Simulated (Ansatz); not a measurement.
LiAgF$_{4}$:
```yaml
crystal:
  lattice:
    - [5.42973, 2.94372, 0.00000]
    - [-5.42973, 2.94372, 0.00000]
    - [-1.88373, 0.00000, 4.48974]
  atoms:
    - { symbol: Li, position: [0.16974, 0.16974, 0.75000] }
    - { symbol: Li, position: [0.83026, 0.83026, 0.25000] }
    - { symbol: Ag, position: [0.50000, 0.00000, 0.50000] }
    - { symbol: Ag, position: [0.00000, 0.50000, 0.00000] }
    - { symbol: F, position: [0.49594, 0.23536, 0.67291] }
    - { symbol: F, position: [0.50406, 0.76464, 0.32709] }
    - { symbol: F, position: [0.23536, 0.49594, 0.82709] }
    - { symbol: F, position: [0.76464, 0.50406, 0.17291] }
    - { symbol: F, position: [0.78793, 0.00537, 0.82505] }
    - { symbol: F, position: [0.21207, 0.99463, 0.17495] }
    - { symbol: F, position: [0.00537, 0.78793, 0.67495] }
    - { symbol: F, position: [0.99463, 0.21207, 0.32505] }
```

Relaxed with r²SCAN.

Problem. Map the electron localisation function on the plane through (0.500, 0.000, 0.500) spanned by u = [1, 0, 1] and v = [1, 0, -1] in lattice vectors, from plane-wave PAW r²SCAN (Ansatz code).

Solution. x is the fraction of u, y of v (the angle between them is 76°; rows are the nearest grid lines); atoms in the plane: Ag at (0.00, 0.00), Ag at (0.50, 0.50), F at (0.31, 0.98), F at (0.81, 0.48), F at (0.19, 0.52), F at (0.69, 0.02).
```
y \ x   0.000  0.0938  0.188  0.281  0.375  0.469  0.531  0.625  0.719  0.812  0.906   1.00
------  -----  ------  -----  -----  -----  -----  -----  -----  -----  -----  -----  -----
1.00    0.864   0.435  0.598  0.560  0.792  0.103  0.103  0.792  0.560  0.598  0.435  0.864
0.925   0.496   0.497  0.156  0.808  0.825  0.302  0.014  0.360  0.725  0.294  0.242  0.496
0.850   0.081   0.085  0.031  0.150  0.276  0.020  0.010  0.018  0.014  0.014  0.023  0.081
0.775   0.022   0.096  0.028  0.005  0.014  0.016  0.075  0.288  0.032  0.105  0.126  0.022
0.700   0.027   0.011  0.008  0.013  0.107  0.080  0.022  0.083  0.031  0.066  0.129  0.027
0.625   0.014   0.507  0.619  0.082  0.102  0.130  0.104  0.028  0.039  0.032  0.009  0.014
0.550   0.049   0.775  0.660  0.713  0.328  0.656  0.642  0.151  0.716  0.834  0.426  0.049
0.450   0.049   0.426  0.834  0.716  0.151  0.642  0.656  0.328  0.713  0.660  0.775  0.049
0.375   0.014   0.009  0.032  0.039  0.028  0.104  0.130  0.102  0.082  0.619  0.507  0.014
0.300   0.027   0.129  0.066  0.031  0.083  0.022  0.080  0.107  0.013  0.008  0.011  0.027
0.225   0.022   0.126  0.105  0.032  0.288  0.075  0.016  0.014  0.005  0.028  0.096  0.022
0.150   0.081   0.023  0.014  0.014  0.018  0.010  0.020  0.276  0.150  0.031  0.085  0.081
0.0750  0.496   0.242  0.294  0.725  0.360  0.014  0.302  0.825  0.808  0.156  0.497  0.496
0.000   0.864   0.435  0.598  0.560  0.792  0.103  0.103  0.792  0.560  0.598  0.435  0.864
```

The density is the valence pseudo-density with augmentation charge, so density and ELF within about 1 Å of a nucleus are not all-electron values.

Space group C2/c. The workflow started from a Materials Project entry (that database holds measured and hypothetical structures alike); the Crystallography Open Database copy checked does not list it. Whether it is the stable phase at ambient conditions was not checked. Symmetry was held in the r²SCAN relaxation; its stability against distortions is not shown here. No spin polarisation was allowed.

Potentials: the later of the program's two PAW sets.
